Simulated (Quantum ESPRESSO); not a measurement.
```cif
data_B2P2
_chemical_formula_sum 'B2 P2'
_space_group_name_H-M_alt 'P 1'
_space_group_IT_number 1
_cell_length_a 3.24351
_cell_length_b 3.24351
_cell_length_c 5.26345
_cell_angle_alpha 90.000
_cell_angle_beta 90.000
_cell_angle_gamma 120.000
loop_
_space_group_symop_operation_xyz
  'x, y, z'
loop_
_atom_site_label
_atom_site_type_symbol
_atom_site_fract_x
_atom_site_fract_y
_atom_site_fract_z
_atom_site_occupancy
B1 B 0.66667 0.33333 0.49949 1
B2 B 0.33333 0.66667 0.99949 1
P1 P 0.66667 0.33333 0.87551 1
P2 P 0.33333 0.66667 0.37551 1
```

The PBEsol cell relaxed from Materials Project entry mp-1008559 was given a biaxial strain of +2 % along x and y, z relaxed, and the atoms were relaxed again.

Problem. What does norm-conserving PBEsol (Quantum ESPRESSO, 76 Ry, without SOC) give for the electronic structure near the Fermi level?

Solution. The PBEsol gap is indirect, 0.98 eV, from Γ to M; the smallest direct gap is 2.56 eV. 

This is not the ordinary phase of the substance; no match was found in the copy of COD used, and its stability was not checked.
